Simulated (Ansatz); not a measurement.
ZnGeP$_{2}$:
```yaml
crystal:
  lattice:
    - [-2.68694, 2.68694, 5.31298]
    - [2.68694, -2.68694, 5.31298]
    - [2.68694, 2.68694, -5.31298]
  atoms:
    - { symbol: Ge, position: [0.50000, 0.50000, 0.00000] }
    - { symbol: Ge, position: [0.25000, 0.75000, 0.50000] }
    - { symbol: Zn, position: [0.00000, 0.00000, 0.00000] }
    - { symbol: Zn, position: [0.75000, 0.25000, 0.50000] }
    - { symbol: P, position: [0.37500, 0.37537, 0.50037] }
    - { symbol: P, position: [0.62463, 0.12500, 0.99963] }
    - { symbol: P, position: [0.87500, 0.87463, 0.49963] }
    - { symbol: P, position: [0.12537, 0.62500, 0.00037] }
```

Relaxed with LDA. Special points in fractions of this cell's reciprocal vectors: Γ (0.000, 0.000, 0.000); X (0.000, 0.000, 0.500); P (0.250, 0.250, 0.250); N (0.000, 0.500, 0.000); M (0.500, 0.500, -0.500); S (0.314, 0.686, -0.314); S0 (-0.314, 0.314, 0.314); R (-0.128, 0.128, 0.500); G (0.500, 0.500, -0.128).

**Question.** List the band energies nearest the valence-band maximum at these points for plane-wave PAW LDA (Ansatz code).

**Answer.** In eV from the valence-band maximum; about four levels below and three above (degenerate sets whole), none deeper than 8.9 eV; points with the same levels are listed once.

```tsv
k	below	above
Γ	-2.77 -2.77 -0.07 -0.07 0.00	1.18 1.44 1.45
X	-1.27 -1.27 -0.81 -0.81	1.15 1.15 2.95 2.95
P	-1.25 -1.25 -1.19 -1.19	1.82 1.82 2.81 2.81
N	-2.65 -2.04 -1.77 -1.07	2.39 2.46 2.69
M	-2.03 -2.03 -1.48 -1.48	1.06 1.06 1.25 1.25
S	-2.51 -2.24 -1.24 -0.95	1.25 2.40 2.54
R	-1.38 -1.38 -1.18 -1.18	1.55 1.55 3.42 3.42
```

Space group I-42d (chalcopyrite). The LDA relaxation kept the symmetry of its start. Spin–orbit coupling is left out wherever it is not named.

Potentials: the later of the program's two PAW sets.
